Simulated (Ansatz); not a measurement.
# GeSbTe₃ (R3m): electronic heat capacity and spin susceptibility from the density of states

The calculation used DFT PBEsol, scalar-relativistic, plane waves, PAW (Ansatz).

Cutoff 420 eV; k points 12×12×12 on the computed 5-atom cell (Γ-centred); Gaussian smearing, width 0.10 eV; no spin polarisation.

Relaxed cell: R3m, a = 4.081 Å, b = 4.081 Å, c = 30.008 Å, α = 90.00°, β = 90.00°, γ = 120.00°, 5 atoms in the primitive cell. Whether it is the stable form of this composition wasn't checked.

The density of states at the Fermi level is 2.770 states/eV in the cell of 5 atoms (1 formula unit; both spins, tetrahedra on a 18×18×18 mesh).

**Question.** What Sommerfeld coefficient and Pauli susceptibility does this give?

**Answer.** Per formula unit N(E_F) = 2.770 states/eV. γ = (π²/3) k_B² N(E_F) N_A = 2.357 mJ/(mol K²) per state/eV, so γ = 6.5 mJ/(mol K²), a mole of formula units. χ_P = μ_B² N(E_F) N_A = 3.23×10⁻⁵ emu/mol per state/eV gives 9.0×10⁻⁵ emu/mol. This is the bare band result: a measured γ of the same phase is as a rule larger by a factor 1 + λ from phonons and spin fluctuations, the spin part of χ is larger by the Stoner factor, and a measured χ also holds orbital and core terms. N(E_F) at one energy is sensitive to the mesh where the density of states has sharp peaks.

Spin-orbit coupling is left out, which matters for the bands of heavy elements.